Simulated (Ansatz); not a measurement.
## BN — ¹¹B NMR of the central transition

Cell: an entry of the Crystallography Open Database (COD), its atoms then relaxed with PBE in this cell.

```
B N
1.0
     2.49824    0.00000    0.00000
    -1.24912    2.16354    0.00000
     0.00000    0.00000    6.63570
B N
2 2
Direct
  0.33333 0.66667 0.25000
  0.66667 0.33333 0.75000
  0.33333 0.66667 0.75000
  0.66667 0.33333 0.25000
```

Atoms are numbered from 1 in the order listed; like atoms form one site, named after its first atom.

Computed with Ansatz: DFT, LDA, plane waves and PAW, scalar-relativistic, 420 eV cutoff, Γ-centred 14×14×5 k-points, Fermi–Dirac smearing 0.02 eV.

¹¹B has I = 3/2 and Q = 40.59 mb (Pyykkö 2018); at 23.5 T its Larmor frequency is ν₀ = 321.1 MHz. Only the quadrupole interaction is simulated: positions count from each site's isotropic chemical shift, and J coupling is left out, as are shift anisotropy and dipolar coupling, which fast spinning averages.

Simulated pattern of one B site (fast magic-angle spinning, Gaussian broadening 0.04 kHz):

```tsv
offset (kHz)	height
-1.595	0
-1.558	0
-1.520	3
-1.483	4
-1.445	4
-1.408	4
-1.370	5
-1.333	5
-1.295	5
-1.258	5
-1.220	5
-1.183	5
-1.146	5
-1.108	5
-1.071	6
-1.033	6
-0.996	11
-0.958	66
-0.921	71
-0.883	48
-0.846	41
-0.808	37
-0.771	35
-0.733	33
-0.696	33
-0.658	32
-0.621	32
-0.584	32
-0.546	33
-0.509	34
-0.471	35
-0.434	37
-0.396	39
-0.359	43
-0.321	50
-0.284	63
-0.246	100
-0.209	66
-0.171	3
-0.134	0
```

**Question.** Which |C_Q| and η does the pattern imply?

**Answer.** The pattern spans 1.31 kHz before broadening and its centre of gravity is at -0.612 kHz, which fixes P_Q; the places of the horns and steps fix η. That gives P_Q = 2.80 MHz, |C_Q| = 2.80 MHz and η = 0.00. The sign of C_Q can't be read from the pattern.

An axis of threefold or higher order runs through B, so V_zz lies along it and η is zero.
